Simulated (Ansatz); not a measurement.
# Compressing BaRu₂As₂: a fit and a missing row

BaRu₂As₂, I4/mmm, a = 4.162 Å, c = 12.407 Å. The structure is a Materials Project entry; whether it is the stable form wasn't checked. Ansatz: r2SCAN, PAW, 500 eV, Γ-centred 12×12×12 mesh on 5 atoms, Gaussian smearing 0.10 eV; no spin polarisation. Shape and atoms are relaxed at each volume; pressure is positive in compression.

| V (Å³/atom) | P (GPa) |
| --- | --- |
| 18.913 | ? |
| 19.558 | 9.09 |
| 20.203 | 5.59 |
| 20.847 | 2.57 |
| 21.492 | -0.01 |
| 22.137 | -2.23 |
| 22.782 | -4.10 |
| 23.641 | -6.17 |

Problem. Take V0 = 21.492 Å³/atom, count pressures from its P0 = -0.01 GPa, fit the third-order Birch–Murnaghan form to the other rows, and predict the missing pressure.

Solution. With the Eulerian strain f = ½[(V0/V)^(2/3) − 1] and y = (P − P0)/[3f(1 + 2f)^(5/2)], the form is the line y = B0 + 1.5 B0 (B0′ − 4) f. Rows (f, y): 0.03244, 79.9; 0.02105, 80.0; 0.01026, 79.7; -0.00976, 79.6; -0.01906, 78.8; -0.03078, 78.2. Means f = 0.0006917, y = 79.367; Σ(Δf)² = 0.003004, ΣΔfΔy = 0.07849; the slope is their ratio. y = 79.35 + 26.13 f GPa, so B0 = 79.3 GPa and B0′ = 4 + 2 × (26.13)/(3 × 79.35) = 4.22. At V = 18.913, f = 0.04448, y = 80.51 and P = 13.28 GPa. The run gave 13.16 GPa, so the fit is 0.12 GPa too high, a small miss on the scale of the series.